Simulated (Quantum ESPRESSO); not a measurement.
**Computed NMR tensors in HfSiO$_{4}$**

```
HfO4Si
1.0
   -3.27670     3.27670     2.98224
    3.27670    -3.27670     2.98224
    3.27670     3.27670    -2.98224
Hf Si O
2 2 8
Direct
  0.00000   0.00000   0.00000
  0.75000   0.25000   0.50000
  0.25000   0.75000   0.50000
  0.50000   0.50000   0.00000
  0.13409   0.31920   0.81489
  0.06920   0.75431   0.68511
  0.50431   0.31920   0.18511
  0.06920   0.38409   0.31489
  0.61591   0.93080   0.68511
  0.68080   0.86591   0.18511
  0.24569   0.93080   0.31489
  0.68080   0.49569   0.81489
```
Geometry: a computed entry of the Materials Project; it was not checked against measured cells. It is HfSiO4 in I4₁/amd; whether this form has been observed was not checked. Stability against distortions was not tested. The run has no spin polarisation.

Shieldings are absolute and leave out the bulk-susceptibility term; a larger σ means a smaller chemical shift. In our sweeps, cutoffs and meshes of this size left a few ppm, and up to some 20 ppm on atoms from Zn on. No spin–orbit coupling; Hf is the heaviest element present. The datasets of Si hold no d projectors, which limits absolute σ on these atoms. Static lattice: thermal averaging is not included.

Shieldings of H and of elements past Ba are not listed.

### Question
What do the calculations give at each independent site (shieldings by PBE GIPAW on JTH datasets (Quantum ESPRESSO, modified build), 22.5 Ha, k-mesh 3×3×3 shifted, f-sum rule met within 0.019 %)?

### Answer
```json
[
 {"site": "Hf (atoms 1, 2)", "site symmetry": "-4m2", "σ_iso (ppm)": "–"},
 {"site": "Si (atoms 3, 4)", "site symmetry": "-4m2", "σ_iso (ppm)": "408"},
 {"site": "O (atoms 5, 6, 7, 8, 9, 10, …)", "site symmetry": "m", "σ_iso (ppm)": "91"}
]
```
